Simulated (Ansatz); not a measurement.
Ga2O3:
```yaml
crystal:
  lattice:
    - [4.95498, 2.84939, 0.00000]
    - [-4.95498, 2.84939, 0.00000]
    - [-3.10684, 0.00000, 4.93952]
  atoms:
    - { symbol: Ga, position: [0.17506, 0.00703, 0.51217] }
    - { symbol: Ga, position: [0.99297, 0.82494, 0.01217] }
    - { symbol: Ga, position: [0.80883, 0.32191, 0.50784] }
    - { symbol: Ga, position: [0.67809, 0.19117, 0.00784] }
    - { symbol: O, position: [0.30058, 0.96493, 0.88428] }
    - { symbol: O, position: [0.03507, 0.69942, 0.38428] }
    - { symbol: O, position: [0.87747, 0.12849, 0.87396] }
    - { symbol: O, position: [0.87151, 0.12253, 0.37396] }
    - { symbol: O, position: [0.73701, 0.55960, 0.84680] }
    - { symbol: O, position: [0.44040, 0.26299, 0.34680] }
```

Relaxed with r²SCAN.

**Question.** Tabulate the valence density and the electron localisation function along the shortest Ga–O contact (1.78 Å), the program Ansatz at the r²SCAN level (PAW).

**Answer.** 

| distance from Ga (Å) | density (e/Å³) | ELF |
|---|---|---|
| 0.18 | 36.52 | 0.01 |
| 0.27 | 23.81 | 0.01 |
| 0.36 | 13.41 | 0.01 |
| 0.45 | 6.80 | 0.03 |
| 0.54 | 3.29 | 0.08 |
| 0.62 | 1.71 | 0.14 |
| 0.71 | 1.09 | 0.21 |
| 0.80 | 0.90 | 0.29 |
| 0.89 | 0.93 | 0.42 |
| 0.98 | 1.11 | 0.60 |
| 1.07 | 1.43 | 0.74 |
| 1.16 | 1.94 | 0.79 |
| 1.25 | 2.69 | 0.79 |
| 1.34 | 3.71 | 0.73 |
| 1.43 | 4.93 | 0.64 |
| 1.52 | 6.22 | 0.50 |
| 1.61 | 7.40 | 0.36 |

The density is the valence pseudo-density with augmentation charge, so density and ELF within about 1 Å of a nucleus are not all-electron values.

Space group Cc. The start of the workflow was typed in or built on a structure type; neither database checked (COD, Materials Project) lists it. It is not the phase usual at ambient conditions (space group No. 12, 167). The r²SCAN relaxation kept the symmetry of its start; whether a distortion lowers the energy is not shown.

Potentials: the earlier of the program's two PAW sets.
